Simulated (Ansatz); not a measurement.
TiSi2 (C49 type, space group Cmcm)

```
TiSi2
1.0
    1.77297    -6.78252     0.00000
    1.77297     6.78252     0.00000
    0.00000     0.00000     3.57969
Si Ti
4 2
Direct
  0.94084   0.05916   0.75000
  0.05916   0.94084   0.25000
  0.25028   0.74972   0.75000
  0.74972   0.25028   0.25000
  0.60320   0.39680   0.75000
  0.39680   0.60320   0.25000
```

In each cell atom 1 (Si, nearest neighbour Si at 2.404 Å; its periodic images, 3.5 Å or more away, move with it) moves by s·(0.707, 0.707, 0.000) (along Cartesian [110]), the rest being held.

These are PBE (plane waves to 420 eV, PAW, scalar-relativistic; Ansatz, an electronic-structure program) values and carry that method's errors. k mesh 11×11×11 (Γ-centred), Fermi-Dirac smearing 0.05 eV. E stands for the smeared free energy. With partly filled bands, energies and forces of such displacements shift with the k mesh and the smearing. The PAW data are Ansatz's earlier set. This is one of several known forms of TiSi2; the measured ambient cells at hand have space group No. 70. TiSi2 is run without spin polarisation. TiSi2 was relaxed with its symmetry unable to fall. ΔE is measured from the undisplaced structure. The last digit holds for this mesh only.

```tsv
s (Å)	ΔE (meV/cell)
-0.480	1002.8
-0.384	withheld
-0.288	351.3
-0.192	155.1
-0.096	38.6
0.000	0.0
0.096	38.3
0.192	152.2
0.288	339.6
0.384	597.1
0.480	920.9
```

Problem. Fit a polynomial form (powers 2, 3, 4) to the given rows and predict ΔE at s = -0.384.

Solution. Least squares on the 10 given rows: ΔE = (4174)·s² + (-360.0)·s³ + (9.811)·s⁴, in meV/cell with s in Å; root-mean-square residual 1.58 meV/cell. At -0.384 the fit gives 636.1 meV/cell; the calculation gives 631.3 meV/cell, so the interpolation is off by 4.8 (+0.8 %). The quadratic term alone would give 615.5 meV/cell.

(For displaced atoms, the force is minus the slope of the energy, and its curvature is a force constant, which sets phonon frequencies.)
